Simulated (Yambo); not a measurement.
Given:

```
CELL_PARAMETERS angstrom
      0.00000     4.27667     4.27667
      4.27667     0.00000     4.27667
      4.27667     4.27667     0.00000
ATOMIC_POSITIONS crystal
  F  0.78501 0.21499 0.21499
  F  0.21499 0.78501 0.78501
  F  0.21499 0.78501 0.21499
  F  0.78501 0.21499 0.78501
  F  0.21499 0.21499 0.78501
  F  0.78501 0.78501 0.21499
  K  0.25000 0.25000 0.25000
  K  0.75000 0.75000 0.75000
  K  0.50000 0.50000 0.50000
  Co 0.00000 0.00000 0.00000
```

Workflow: PBEsol (Quantum ESPRESSO, PseudoDojo norm-conserving, 96 Ry, scalar-relativistic), then G0W0 in Yambo (2×2×2 Γ-centred k mesh, bands 5 to 303 and a 8 Ry block in the screening, 303 bands in G with the Bruneval-Gonze terminator, plasmon pole fitted at 27.2 eV).

Problem. Give the PBEsol and G0W0 gaps between the band edges found on this mesh, and say where the edges lie.

Solution. Edges: X → X. PBEsol: 1.32 eV; G0W0: 5.16 eV. Nearest settings tried, and what they do to the gap: 3 Ry block (113 vectors against 459): +1002 meV. Not varied: bands in G, bands in W, mesh. So the settings aren't converged at that level. The k mesh is coarse. The 3d shell has no Hubbard U; the runs are without spin polarisation, and magnetic order was not tried.

Geometry of the Materials Project entry, not relaxed at this level.

The structure is a Materials Project entry; no match was found in the copy of COD used, and its stability was not checked.
